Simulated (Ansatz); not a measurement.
Ca:
```yaml
crystal:
  lattice:
    - [1.97056, -3.41218, 0.00000]
    - [1.97056, 3.41218, 0.00000]
    - [0.00000, 0.00000, 6.45636]
  atoms:
    - { symbol: Ca, position: [0.83326, 0.16674, 0.25000] }
    - { symbol: Ca, position: [0.16674, 0.83326, 0.75000] }
```

Relaxed with r²SCAN. Special points in fractions of this cell's reciprocal vectors: Γ (0.000, 0.000, 0.000); Y (-0.500, 0.500, 0.000); C0 (-0.333, 0.667, 0.000); Σ0 (0.333, 0.333, 0.000); Z (0.000, 0.000, 0.500); A0 (0.333, 0.333, 0.500); E0 (-0.333, 0.667, 0.500); T (-0.500, 0.500, 0.500); S (0.000, 0.500, 0.000); R (0.000, 0.500, 0.500).

List the band energies nearest the Fermi level at these points for DFT-r²SCAN in the program Ansatz with PAW potentials.

In eV from the Fermi level; about four levels below and three above (degenerate sets whole), none deeper than 8.9 eV; points with the same levels are listed once.

| k | below | above |
|---|---|---|
| Γ | -4.31 -1.02 -0.40 | 2.56 2.57 2.57 |
| Y | -1.16 -0.84 | 0.29 0.49 1.47 |
| C0 | -0.29 -0.27 -0.27 | 0.69 1.58 1.58 |
| Z | -3.26 -3.26 | 1.56 1.56 2.56 2.56 2.56 2.56 |
| A0 | – | 0.12 0.12 0.34 0.34 |
| T | -0.67 -0.67 -0.02 -0.02 | 1.65 1.65 3.15 3.15 |
| S | -1.17 -0.84 | 0.29 0.49 1.46 |

Space group P6_3/mmc (hcp (Mg type)). The first step of the workflow began from a Materials Project structure, measured or hypothetical; the Crystallography Open Database files this formula in space group No. 194, but the cells were not matched. It is not the phase usual at ambient conditions (space group No. 225). The cell was relaxed with r²SCAN under the symmetry of its start; whether a distortion lowers the energy is not shown. Point labels and valley counts follow the cell and symmetry of the run, lower than the named group.

Potentials: the later of the program's two PAW sets.
